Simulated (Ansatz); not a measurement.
The elements of this relaxed trial crystal are hidden behind letters.

```
lattice vectors (Å)
  -1.8993    1.8993    8.3719
   1.8993   -1.8993    8.3719
   1.8993    1.8993   -8.3719
fractional positions
X 0.6598 0.6598 0.0000
X 0.3402 0.3402 0.0000
Z 0.0000 0.0000 0.0000
Q 0.5681 0.0681 0.5000
Q 0.2500 0.7500 0.5000
Q 0.9319 0.4319 0.5000
```

All numbers below come from Ansatz 0.2.0, DFT PBE, scalar-relativistic, plane waves, PAW. Cutoff 420 eV, Γ-centred 10×10×10 mesh (6-atom cell), Gaussian smearing of 0.02 eV, no spin polarisation.

- Space group: I-4m2 (No. 119)
- Conventional cell: a = 3.799 Å, c = 16.744 Å
- Volume per atom: 20.13 Å³
- Density: 3.98 g/cm³
- Energy over the elements: −0.152 eV/atom
- Gap on the 10×10×10 mesh of the 6-atom cell: 0.84 eV

Energies are uncorrected and count from the elements' standard states at the same level.

Problem. X is a p-block element of period 3, Z is a p-block element of period 2 and Q is a p-block element of period 4. Which elements are they?

Solution. X = Al, Z = B, Q = As, so the formula is Al2BAs3. Density times volume gives a mean mass of 3.98 × 20.13/1.6605 = 48.2 u per atom, and this set has 48.3 u. Al is surrounded by 4 As at 2.43–2.44 Å; B is surrounded by 4 As at 2.22 Å; As on a site of symmetry 2mm is surrounded by 2 B at 2.22 Å and 2 Al at 2.44 Å; 1 more site not described. Other sets within the hints have nearly the same mass, so mass alone doesn't settle it; this one was computed.

Kohn–Sham gaps at this level usually fall short of measured ones. A structure relaxed within its symmetry needn't be a true minimum.
